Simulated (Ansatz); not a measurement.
**Pt₃Pb under pressure**

Method: Ansatz, DFT LDA, scalar-relativistic, plane waves, PAW. Cutoff 420 eV, 10×10×10 k-points (Γ-centred), Fermi-Dirac smearing of 0.15 eV. No spin polarisation. Phonons by linear response, acoustic sum rule imposed.

Equilibrium structure at this level:
```
CELL_PARAMETERS angstrom
4.04045 0.00000 0.00000
0.00000 4.04045 0.00000
0.00000 0.00000 4.04045
ATOMIC_POSITIONS crystal
Pt 0.00000 0.50000 0.50000
Pt 0.50000 0.00000 0.50000
Pt 0.50000 0.50000 0.00000
Pb 0.00000 0.00000 0.00000
```

In a metal, frequencies and elastic constants depend on the k mesh and the smearing, soft modes and shear constants most. Spin–orbit coupling is left out, which can shift energies with elements as heavy as these.

Optical modes at Γ (cm⁻¹) at zero pressure: 86, 87, 161.

**Question.** Under hydrostatic pressure the same modes lie at 98, 101, 181 cm⁻¹. What is the pressure, and how much has the cell shrunk?

**Answer.** 10 GPa; the volume is 4.0 % smaller.